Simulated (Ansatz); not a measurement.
GaN:
```yaml
crystal:
  lattice:
    - [5.47050, 0.00000, 0.00000]
    - [0.00000, 5.47050, 0.00000]
    - [0.00000, 0.00000, 3.18330]
  atoms:
    - { symbol: Ga, position: [0.32060, 0.67940, 0.00000] }
    - { symbol: Ga, position: [0.67940, 0.32060, 0.00000] }
    - { symbol: Ga, position: [0.82060, 0.82060, 0.50000] }
    - { symbol: Ga, position: [0.17940, 0.17940, 0.50000] }
    - { symbol: N, position: [0.31751, 0.31751, 0.00000] }
    - { symbol: N, position: [0.68249, 0.68249, 0.00000] }
    - { symbol: N, position: [0.18249, 0.81751, 0.50000] }
    - { symbol: N, position: [0.81751, 0.18249, 0.50000] }
```

Relaxed with PBEsol. Special points in fractions of this cell's reciprocal vectors: Γ (0.000, 0.000, 0.000); X (0.000, 0.500, 0.000); M (0.500, 0.500, 0.000); Z (0.000, 0.000, 0.500); R (0.000, 0.500, 0.500); A (0.500, 0.500, 0.500).

Q: List the band energies nearest the valence-band maximum at these points for PBEsol (plane waves, PAW; program Ansatz).

A: In eV from the valence-band maximum; about four levels below and three above (degenerate sets whole), none deeper than 8.9 eV; points with the same levels are listed once.

```csv
k,below,above
Γ,-0.18 -0.12 -0.01 -0.01,1.87 4.74 4.74
X,-0.70 -0.70 -0.59 -0.59,4.13 4.13 5.17 5.17
M,-1.20 -1.20 -1.14 -1.14,4.59 4.59 5.13 5.13
Z,-2.15 -2.15 -1.95 -1.95,5.62 5.62 6.91 6.91
R,-1.92 -1.92 -1.08 -1.08,5.29 5.29 5.61 5.61
A,-1.54 -1.54 -1.46 -1.46,4.34 4.34 4.38 4.38
```

Space group P4_2/mnm. The start of the workflow was typed in or built on a structure type; neither database checked (COD, Materials Project) lists it. It is not the phase usual at ambient conditions (space group No. 186, 216). The PBEsol relaxation kept the symmetry of its start; its stability against distortions is not shown here. Scalar-relativistic: spin–orbit coupling is off unless named, which matters more the heavier the elements.

Potentials: the earlier of the program's two PAW sets. The files were generated under PBE; for other functionals the program regenerates the frozen cores, and for LDA and PBEsol the local potential too.
